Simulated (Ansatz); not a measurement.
HfOs, DFT, PBEsol, all-electron PAW with datasets made for the crystal, scalar-relativistic (Ansatz 0.2.0), run on 1 thread of Intel(R) Xeon(R) Platinum 8488C (Sapphire Rapids) on a shared host.

The geometry is COD entry 1523505, unchecked; take it as a test cell. The listed cell was then made from it by scaling, straining or moving an atom.

Command: `ansatz run input.yaml --threads 1 --pin off --max-ram 3072MiB --backend cpu --events-out ev --progress --plain --runs-dir out`

```yaml
crystal:
  lattice:
    - [3.239, -0.03239, -0.03239]
    - [-0.03239, 3.239, -0.03239]
    - [-0.03239, -0.03239, 3.239]
  atoms:
    - { symbol: Hf, position: [0.0, 0.0, 0.0] }
    - { symbol: Os, position: [0.5, 0.5, 0.5] }
kpoints:
  mp_grid: { grid: [10, 10, 10] }
scf:
  occupations: { method: fermi_dirac, width: 0.05 }
hamiltonian:
  xc: pbesol
  pseudopotentials: { kind: all_electron, datasets: crystal }
output:
  forces: true
  stress: true
  eigenvalues: true
  efg: { contact_densities: true }
```

Q: How large is the problem that the program sets up?

A: 116 irreducible k-points, 745 plane waves at Γ, 35 bands.

Q: Estimate the wall time and the peak memory.

A: 63 s of wall time for 12 SCF iterations, with a peak of 1.1 GiB. Times on shared machines scatter by tens of per cent.

Q: And the same cell and mesh by PAW with the default files, asked for forces, stress, eigenvalues, efg, on the same hardware?

A: 8.2 s, peak memory 0.51 GiB.
